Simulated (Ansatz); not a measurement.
CeTaN3:
```xyz
5
Lattice="4.0164 0.0000 0.0000 0.0000 4.0164 0.0000 0.0000 0.0000 4.0164" Properties=species:S:1:pos:R:3 pbc="T T T"
Ce     0.0000     0.0000     0.0000
Ta     2.0082     2.0082     2.0082
N      2.0082     2.0082     0.0000
N      2.0082     0.0000     2.0082
N      0.0000     2.0082     2.0082
```

Relaxed with PBEsol. Special points in fractions of this cell's reciprocal vectors: Γ (0.000, 0.000, 0.000); X (0.000, 0.500, 0.000); M (0.500, 0.500, 0.000); R (0.500, 0.500, 0.500).

Problem. List the band energies nearest the Fermi level at these points for the program Ansatz at the PBEsol level (PAW).

Solution. In eV from the Fermi level; about four levels below and three above (degenerate sets whole), none deeper than 8.9 eV; points with the same levels are listed once.

```
k                                below           above
-  -----------------------------------  --------------
Γ  -2.76 -2.76 -2.76 -1.75 -1.75 -1.75  0.22 0.22 0.22
X              -2.69 -0.18 -0.18 -0.10  0.12 0.25 0.25
M        -4.15 -4.15 -1.75 -1.75 -1.17  0.08 0.13 0.13
R  -4.64 -4.64 -4.64 -0.43 -0.43 -0.43  0.15 0.15 0.15
```

Space group Pm-3m (cubic perovskite). The start of the workflow was typed in or built on a structure type; neither database checked (COD, Materials Project) lists it. Its standing as an ambient phase is unchecked. The cell was relaxed with PBEsol under the symmetry of its start. At this level the phase is dynamically unstable (imaginary phonons). The workflow began spin-polarised and lost its moments. The 4f shell is in the valence. No Hubbard U is applied. Spin–orbit coupling is left out wherever it is not named.

Potentials: the later of the program's two PAW sets.
